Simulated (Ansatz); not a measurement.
Relaxed-ion elastic tensor of Zn₃N₂ (anti-bixbyite, Ia-3) in GPa (Voigt order), plane-wave PAW LDA (Ansatz code); density 6.78 g/cm³, 10.98 Å³ per atom.

```
 235   130   130   0.0   0.0   0.0
 130   235   130   0.0   0.0   0.0
 130   130   235   0.0   0.0   0.0
 0.0   0.0   0.0  78.3   0.0   0.0
 0.0   0.0   0.0   0.0  78.3   0.0
 0.0   0.0   0.0   0.0   0.0  78.3
```

Q: Is the crystal mechanically stable?

A: Yes: the smallest eigenvalue of C is 78.3 GPa.

Q: Work out the Voigt, Reuss and Hill averages.

A: K_V = 165, K_R = 165, K_H = 165; G_V = 68.0, G_R = 65.4, G_H = 66.7 GPa.

Q: Give Young's modulus, Poisson's ratio, Pugh's ratio and the universal anisotropy index.

A: E = 9KG/(3K + G) = 176 GPa; ν = 0.32; K/G = 2.47 (ductile by the Pugh limit of 1.75); A_U = 5G_V/G_R + K_V/K_R − 6 = 0.19.

Q: Estimate the sound speeds and the Debye temperature.

A: v_l = √((K + 4G/3)/ρ) = 6110 m/s, v_t = √(G/ρ) = 3140 m/s, mean 3510 m/s; Θ = (h/k)(3n/4πV)^(1/3) v_m = 471 K.

Q: Give the Zener ratio and Young's modulus along [100], [110] and [111].

A: A = 2C44/(C11 − C12) = 1.49; 1/E = S11 − 2(S11 − S12 − S44/2)Γ with Γ = 0, 1/4, 1/3 gives 142, 183, 203 GPa.

Q: Solve the Christoffel equation for the three sound speeds along [100], [110], [111].

A: Eigenvalues of C_ijkl n_j n_l equal ρv². In km/s, slowest first: [100] 3.40, 3.40, 5.88; [110] 2.78, 3.40, 6.20; [111] 3.00, 3.00, 6.30.

The cell was relaxed with LDA under the symmetry of its start. As this level gives no gap, shear constants depend on the k-mesh and smearing (Fermi–Dirac, 0.1 eV here).

Potentials: the later of the program's two PAW sets.
